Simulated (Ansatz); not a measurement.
Method: DFT PBE, scalar-relativistic, plane waves, PAW in Ansatz. All cells share a 420 eV cutoff and Γ-centred k meshes spaced about 0.3 Å⁻¹ or finer (0.25 for metals, 2π included). No spin polarisation.

These are static total energies at zero pressure.

Two relaxed structures of Sn₅As₃:

A. Space group P4/mmm (No. 123), tetragonal, a = 3.626 Å, c = 15.107 Å. Around Sn on a site of symmetry 4mm lie 4 As at 2.97 Å and 9 Sn at 3.45–3.63 Å; Sn on a second site of symmetry 4mm is surrounded by 4 As at 3.06 Å, 1 Sn at 3.33 Å, 8 Sn at 3.54–3.63 Å and 1 As at 3.94 Å; Sn on a site of symmetry 4/mmm has 8 As at 3.22 Å and 6 Sn at 3.45–3.63 Å; As on a site of symmetry 4mm is surrounded by 4 Sn at 2.97 Å, 4 Sn at 3.22 Å, 4 As at 3.63 Å, 1 As at 3.91 Å and 1 Sn at 3.94 Å; around As on a site of symmetry 4/mmm lie 8 Sn at 3.06 Å.

B. Space group P6_3/mcm (No. 193), hexagonal, a = 8.946 Å, c = 6.266 Å. Sn on a site of symmetry m2m has 5 As at 2.95–3.17 Å and 4 Sn at 3.47 Å; Sn on a site of symmetry 32 has 2 Sn at 3.13 Å, 6 As at 3.26 Å and 6 Sn at 3.47 Å; As is surrounded by 9 Sn at 2.95–3.26 Å.

Question: Which is lower in energy, and by how much?

Answer: A is lower, by 8 meV/atom. A has space group P4/mmm (No. 123), 24.8 Å³/atom and no gap on its mesh; B has space group P6_3/mcm (No. 193), 27.1 Å³/atom and no gap. Counting As atoms around Sn (those within 1.25 times the shortest such distance or 1.15 times the sum of covalent radii; the shortest distance is added where it is long for a bond; a slash parts the counts of unlike sites), A has Sn 4/4 from 3.1 Å/8 from 3.2 Å and B has Sn 5/6 from 3.3 Å. Even the lower one lies +0.09 eV/atom against the reference forms of the elements (uncorrected), so neither is stable at this level. Both come from trial cells of a structure search, whose lowest cell (P4mm, 27.3 Å³/atom) lies 106 meV/atom below the lower of the two.

The k mesh leaves some 4 meV/atom of noise in the energy of each metallic cell. Weakly bound directions are ill-defined at this level, which has no dispersion term (P4/mmm), and this can change margins and order among such cells. In P4/mmm an odd number of electrons in the primitive cell allows no gap without spin; a larger cell or a magnetic state could open one. Cells relaxed within their symmetry can be saddle points. Some types were kept out of the candidates beforehand, so the set may lack a known form.
